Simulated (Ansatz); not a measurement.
Cu3N, first-principles data

Cu₃N:
```cif
data_Cu12N4
_chemical_formula_sum 'N4 Cu12'
_space_group_name_H-M_alt 'Fm-3m'
_space_group_IT_number 225
_space_group_name_Hall '-F 4 2 3'
_cell_length_a 5.57818
_cell_length_b 5.57818
_cell_length_c 5.57818
_cell_angle_alpha 90.000
_cell_angle_beta 90.000
_cell_angle_gamma 90.000
loop_
_atom_site_label
_atom_site_type_symbol
_atom_site_symmetry_multiplicity
_atom_site_Wyckoff_symbol
_atom_site_fract_x
_atom_site_fract_y
_atom_site_fract_z
_atom_site_occupancy
N1 N 4 a 0.00000 0.00000 0.00000 1
Cu1 Cu 4 b 0.50000 0.50000 0.50000 1
Cu2 Cu 8 c 0.25000 0.25000 0.25000 1
```
(The calculation used a cell of 4 atoms; values per cell refer to that cell.)

Space group Fm-3m (No. 225); conventional cell a = b = c = 5.578 Å, α = β = γ = 90.00°.

Method: DFT-PBE in the program Ansatz with PAW potentials. The cell and atoms are relaxed at this level. Other levels are named where they apply.

### Cell and energy

| Quantity | Value |
|---|---|
| Volume per atom | 10.85 Å³ |
| Density | 7.83 g/cm³ |
| Formation energy from the elements (no fitted shifts) | 0.98 eV/atom |

### Electronic structure

| Item | Result |
|---|---|
| Electronic character | metallic (no gap) |
| Density of states at the Fermi level | 0.72 states/eV per atom (mean over ±0.08 eV) |

### Mechanics

| Property | Value |
|---|---|
| Bulk modulus (Birch–Murnaghan fit) | 145 GPa |
| Pressure derivative B′ | 4.8 |

The cell is a constructed one: a structure type filled with these elements; neither database checked (COD, Materials Project) lists it. COD files the formula under space group No. 221, so this cell is another polymorph or a model. Its standing as an ambient phase is unchecked. The cell was relaxed with PBE under the symmetry of its start; its stability against distortions is not shown here. The run is not spin-polarised. The references are the lowest solids computed at this level, not always the standard phases (solids in place of the gases).

Potentials: the earlier of the program's two PAW sets.
